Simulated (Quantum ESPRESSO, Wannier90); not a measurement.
BeTe (zinc blende), plane waves to Wannier functions

```
CELL_PARAMETERS angstrom
      0.00000     2.83146     2.83146
      2.83146     0.00000     2.83146
      2.83146     2.83146     0.00000
ATOMIC_POSITIONS crystal
  Be 0.00000 0.00000 0.00000
  Te 0.25000 0.25000 0.25000
```

Materials Project entry mp-252; symmetrised, unrelaxed at this level. COD (Crystallography Open Database) has an entry of this formula and space group (matched by these alone). Method: PBEsol plane waves in Quantum ESPRESSO 7.5 (PseudoDojo norm-conserving files, 71 Ry, spinors with spin-orbit coupling), Bloch states on a 8×8×8 mesh through Γ, Wannier90 4.0.1. Density: 10×10×10 mesh, cold smearing 0.01 Ry.

The plane-wave run has 42 bands and 20 electrons a cell. On the energy scale of pw.x, whose zero is arbitrary, the valence-band maximum lies at 7.72 eV.

Isolated groups of bands, relative to the valence-band maximum (bands from 21 on overlap up to the last one computed):

```json
[
 {"bands": "1–2", "from (eV)": "-99.85", "to (eV)": "-99.85", "filling": "filled", "weight on atomic waves": "Be 1s 100 %"},
 {"bands": "3–6", "from (eV)": "-37.31", "to (eV)": "-37.31", "filling": "filled", "weight on atomic waves": "Te 4d 100 %"},
 {"bands": "7–12", "from (eV)": "-35.85", "to (eV)": "-35.84", "filling": "filled", "weight on atomic waves": "Te 4d 100 %"},
 {"bands": "13–14", "from (eV)": "-12.51", "to (eV)": "-10.70", "filling": "filled", "weight on atomic waves": "Te 5s 85 %, Be 2s 12 %"},
 {"bands": "15–20", "from (eV)": "-5.78", "to (eV)": "0.00", "filling": "filled", "weight on atomic waves": "Te 5p 83 %, Be 2s 8 %"}
]
```

Input w.win, without the blocks of cell, atoms and k-points (512 lines):

```
num_bands = 30
num_wann = 16
exclude_bands = 1-12
spinors = true
num_iter = 800
conv_tol = 1.0e-6
conv_window = 4
dis_num_iter = 1000
dis_conv_tol = 1.0e-6
dis_froz_max = 10.83
write_hr = true
write_u_matrices = true
begin projections
Be: s;p
end projections
mp_grid = 8 8 8
```

Q: This input has a fault. Which, and what does the program do?

A: wannier90.x -pp stops with:
```
w90_readwrite_get_projections: too few projection functions defined
```
The projections block defines fewer trial orbitals than num_wann. Mended as below, all else unchanged, the run goes through (Ω_I = 23.3 Å²) and follows the plane-wave bands to 14 meV rms (states up to 2.6 eV relative to the valence-band maximum).
```
Te: s;p
```
